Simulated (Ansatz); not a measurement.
**Formation energy of TiPd**

```yaml
crystal:
  lattice:
    - [3.13285, 0.00000, 0.00000]
    - [0.00000, 3.13285, 0.00000]
    - [0.00000, 0.00000, 3.13285]
  atoms:
    - { symbol: Ti, position: [0.50000, 0.50000, 0.50000] }
    - { symbol: Pd, position: [0.00000, 0.00000, 0.00000] }
```

The cell comes from a relaxation on PAW files under the same functional, begun from a database entry that needn't be the ground state.

All numbers are PBEsol results (scalar-relativistic) from Ansatz 0.2.0, with a Γ-centred 13×13×13 k mesh, Fermi–Dirac smearing of 0.05 eV, no spin polarisation. Methods: LAPW: all electrons, basis error target 0.5 meV/atom; PAW: frozen-core files, cutoff 420 eV; crystal datasets: all electrons, by PAW datasets that the program makes for each cell.

The elements are taken as Pd fcc, Ti hcp, each relaxed on PAW files under the same functional and computed by the same method as the compound; zero-point and thermal terms are left out.

The PAW files were made under PBE.

Problem. What is the formation energy by LAPW, and how far do the other methods lie from it?

Solution. -0.484 eV/atom; PAW +0.2 meV/atom; crystal datasets +0.1 meV/atom. The compound is bound against these elements; other compounds of the system weren't compared.

Problem. Give the LAPW value for one formula unit in kJ/mol.

Solution. -0.484 eV/atom × 2 atoms × 96.485 kJ/(mol·eV) = -93.4 kJ/mol, at zero temperature and without zero-point motion.
